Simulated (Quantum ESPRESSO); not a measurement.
An isovalent swap in CdTe

Host, cell and atoms relaxed with PBE and no dispersion term (shieldings by GIPAW with PBE in a modified build of Quantum ESPRESSO, on JTH PAW datasets, 20 Ha, k-mesh 6×6×6 shifted, f-sum rule met within 0.007 %):

```tsv
site	site symmetry	σ_iso (ppm)
Cd (atoms 1, 3, 5, 7)	-43m	2964
Te (atoms 2, 4, 6, 8)	-43m	3435
```

Its cell: a = b = c = 6.6185 Å, α = β = γ = 90.00°.

Changed cell (atom 1 is the new one; 20 Ha, k-mesh 6×6×6 shifted):

```yaml
crystal:
  lattice:
    - [6.50874, 0.00000, 0.00000]
    - [0.00000, 6.50874, 0.00000]
    - [0.00000, 0.00000, 6.50874]
  atoms:
    - { symbol: Zn, position: [0.00000, 0.00000, 0.00000] }
    - { symbol: Te, position: [0.23978, 0.23978, 0.76022] }
    - { symbol: Cd, position: [0.00000, 0.50000, 0.50000] }
    - { symbol: Te, position: [0.23978, 0.76022, 0.23978] }
    - { symbol: Cd, position: [0.50000, 0.00000, 0.50000] }
    - { symbol: Te, position: [0.76022, 0.23978, 0.23978] }
    - { symbol: Cd, position: [0.50000, 0.50000, 0.00000] }
    - { symbol: Te, position: [0.76022, 0.76022, 0.76022] }
```
The cell was made here from a computed Materials Project entry: one of 4 Cd replaced by Zn, cell and atoms relaxed (PBE without dispersion, pw.x of Quantum ESPRESSO, symmetry kept). The parent is CdTe in F-43m. The swapped cell is a model, not a known phase. Stability against distortions was not tested.

These are absolute shieldings with no macroscopic susceptibility term; δ = σ_ref − σ needs a reference computed alike. In our sweeps, cutoffs and meshes of this size left a few ppm, and up to some 20 ppm on atoms from Zn on. Spin–orbit coupling is left out; its weight grows with the heaviest atom, Te here. No d partial waves on Te: the paramagnetic term there is incompletely reconstructed. With so small a Kohn–Sham gap, σ hangs strongly on the functional and the mesh. Static lattice: thermal averaging is not included.

### Question
What do the sites of the changed cell show?

### Answer
| site | distance to atom 1 (Å) | σ_iso (ppm) | change from the host | span Ω (ppm) |
|---|---|---|---|---|
| Zn (atom 1) | – | 1368 | – | 0 |
| Te (atoms 2, 4, 6, 8) | 2.70 | 3346 | -89 | 1 |
| Cd (atoms 3, 5, 7) | 4.60 | 2965 | +2 | 32 |
Ω = σ33 − σ11 is nil on cubic sites and else less certain than σ_iso.
The swap repeats in every cell, so this is an ordered compound and not a dilute impurity.
